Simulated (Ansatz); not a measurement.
Here is an unrelaxed guess for TiTe₂.

This is a two-dimensional sheet: the third axis spans vacuum and isn't periodic.

```
CELL_PARAMETERS angstrom
3.73530 0.00000 0.00000
-1.86765 3.23486 0.00000
0.00000 0.00000 18.00000
ATOMIC_POSITIONS crystal
Ti 0.00000 0.00000 0.50000
Te 0.33333 0.66667 0.40098
Te 0.33333 0.66667 0.59902
```

All numbers below come from DFT PBE, scalar-relativistic, plane waves, PAW (Ansatz 0.2.0). Cutoff 420 eV; k points 6×6×1 on the computed 3-atom cell (Γ-centred); Gaussian smearing, width 0.10 eV; no spin polarisation.

Energies over the elements count from the elements' standard structures at the same level, with no fitted energy shifts.

Task: How far from equilibrium is it?

Result: The largest force is 0.06 eV/Å, and the energy is −0.58 eV/atom against the elements. The shortest distance is 2.80 Å.

Task: How much does it gain on relaxing, and where does it end?

Result: Relaxing gains under 0.03 eV/atom in 10 ionic steps and ends at −0.590 eV/atom on the finer mesh. The symmetry stays p-6m2 (No. 78). The area per atom grows by 0.7 %, from 4.0 to 4.1 Å². The shortest distance goes from 2.80 Å (Ti–Te) to 2.81 Å (Ti–Te). In-plane cell: a = 3.748 Å, b = 3.748 Å, γ = 120.0°, thickness 3.57 Å between the outermost nuclei. Ti at height 1.79 Å has 6 Te at 2.81 Å; Te at height 0.00 Å has 3 Ti at 2.81 Å.

The last run used a 12×12×1 mesh for its 3-atom cell and Gaussian smearing of 0.01 eV. These runs have no spin–orbit coupling, which can matter for Te. The reference form of Te is held partly by dispersion forces, which this level lacks. The relaxation can't lower the symmetry of the start. A structure relaxed within its symmetry needn't be a true minimum.
